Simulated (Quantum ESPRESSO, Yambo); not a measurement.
Ba2SrWO6 (space group C2/m, No. 12). The geometry is that of Materials Project entry mp-18764, symmetrised and not relaxed again. Chain: PBEsol (pw.x of Quantum ESPRESSO, ONCV potentials, without SOC); G0W0 in Yambo (2×2×2 Γ-centred k mesh, bands 2 to 314 and a 8 Ry block in the screening, 314 bands in G with the Bruneval-Gonze terminator, plasmon pole fitted at 27.2 eV); BSE (4×4×4 mesh, 15 valence and 9 conduction bands, static screening with 101 bands and a 3 Ry block, scissor 1.64 eV, Tamm-Dancoff).

```
Item                                                            Result
-------------------------------------------------------------  -------
PBEsol gap (dense path)                                        2.73 eV
PBEsol gap (0, 0, -0.5) → (-0.5, -0.5, 0) on the GW mesh       2.73 eV
PBEsol smallest direct gap on the GW mesh, at (-0.5, -0.5, 0)  2.86 eV
G0W0 direct gap at that point                                  4.50 eV
G0W0 correction to the gap (0, 0, -0.5) → (-0.5, -0.5, 0)      1.65 eV
direct gap on the BSE mesh, with the scissor                   4.50 eV
first BSE state allowed for light along x                      3.94 eV
lowest BSE state                                               3.58 eV
binding of the lowest exciton                                  0.92 eV
```

Rough cost of the Yambo steps against G0W0 for 12 states: BSE within a factor of two.

Nearest settings tried, and what they do to the gap: 204 bands in W, 204 bands in G: +41 meV; 7 Ry block (335 vectors against 423): -2 meV. Not varied: mesh. So the settings aren't converged at that level. The k mesh is coarse. The BSE states are vertical excitations (zero momentum); the indirect quasiparticle gap, about 4.38 eV, is smaller than the direct one (4.50 eV on the GW mesh). Convergence of the binding with the mesh was not shown. Axes are Cartesian, with cell vectors (Å) (5.29, -3.06, 0.00), (5.29, 3.06, 0.00), (-3.56, 0.00, 5.10).

Spin-orbit coupling is left out, which matters for elements this heavy: edges can move by tenths of an eV.

The structure is a Materials Project entry; no match was found in the copy of COD used, and its stability was not checked.
